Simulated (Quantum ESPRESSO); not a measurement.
# Band energies of Sr2MoZnO6

```
Sr2MoZnO6
1.0
    0.00000     4.02324     4.02324
    4.02324     0.00000     4.02324
    4.02324     4.02324     0.00000
O Zn Sr Mo
6 1 2 1
Direct
  0.75898   0.24102   0.75898
  0.24102   0.75898   0.24102
  0.75898   0.24102   0.24102
  0.24102   0.75898   0.75898
  0.75898   0.75898   0.24102
  0.24102   0.24102   0.75898
  0.50000   0.50000   0.50000
  0.25000   0.25000   0.25000
  0.75000   0.75000   0.75000
  0.00000   0.00000   0.00000
```

LDA (Quantum ESPRESSO, PseudoDojo norm-conserving, 84 Ry, no spin-orbit coupling); path ΓXWKΓLUWLK,UX; energies in eV from the valence-band maximum.

```csv
k (1/Å),point,band 41,band 42,band 43,band 44,band 45,band 46,band 47,band 48
0.00,Γ,-0.65,-0.65,-0.06,-0.06,-0.06,2.25,2.25,2.25
0.20,,-0.73,-0.61,-0.19,-0.19,-0.07,2.21,2.36,2.36
0.39,,-0.94,-0.56,-0.49,-0.49,-0.09,2.13,2.62,2.62
0.59,,-1.05,-0.91,-0.76,-0.76,-0.12,2.06,2.88,2.88
0.78,X,-0.96,-0.96,-0.94,-0.94,-0.13,2.04,2.99,2.99
0.78,W,-1.40,-0.98,-0.72,-0.51,-0.51,2.48,2.48,2.98
1.06,K,-1.23,-0.83,-0.81,-0.51,-0.32,2.22,2.80,2.88
1.39,,-1.10,-0.69,-0.51,-0.37,-0.01,2.42,2.44,2.57
1.55,,-0.89,-0.46,-0.31,-0.19,-0.19,2.31,2.41,2.42
1.72,,-0.71,-0.52,-0.16,-0.13,-0.09,2.26,2.29,2.32
1.89,Γ,-0.65,-0.65,-0.06,-0.06,-0.06,2.25,2.25,2.25
2.05,,-0.57,-0.57,-0.15,-0.15,-0.10,2.27,2.30,2.30
2.22,,-0.46,-0.46,-0.28,-0.28,-0.21,2.29,2.40,2.40
2.56,L,-0.80,-0.79,-0.47,0.00,0.00,2.30,2.49,2.49
2.80,,-0.83,-0.67,-0.49,-0.45,-0.16,2.35,2.57,2.67
3.04,U,-1.23,-0.83,-0.81,-0.51,-0.32,2.22,2.80,2.88
3.04,W,-1.40,-0.98,-0.72,-0.51,-0.51,2.48,2.48,2.98
3.18,,-1.06,-0.92,-0.55,-0.53,-0.49,2.46,2.48,2.92
3.32,,-0.85,-0.67,-0.51,-0.51,-0.24,2.42,2.48,2.75
3.59,L,-0.80,-0.79,-0.47,0.00,0.00,2.30,2.49,2.49
3.71,,-0.80,-0.71,-0.48,-0.13,-0.04,2.34,2.50,2.55
3.83,,-0.83,-0.67,-0.49,-0.45,-0.16,2.35,2.57,2.67
3.95,,-1.02,-0.75,-0.73,-0.42,-0.31,2.29,2.70,2.79
4.07,K,-1.23,-0.83,-0.81,-0.51,-0.32,2.22,2.80,2.88
4.07,U,-1.23,-0.83,-0.81,-0.51,-0.32,2.22,2.80,2.88
4.35,X,-0.96,-0.96,-0.94,-0.94,-0.13,2.04,2.99,2.99
```

The LDA gap is indirect, 2.04 eV, from L to X; the smallest direct gap is 2.17 eV. Another valence extremum on the path lies within 0.02 eV, too close to call.

Spin-orbit splittings are left out.

Geometry of the Materials Project entry, not relaxed at this level.
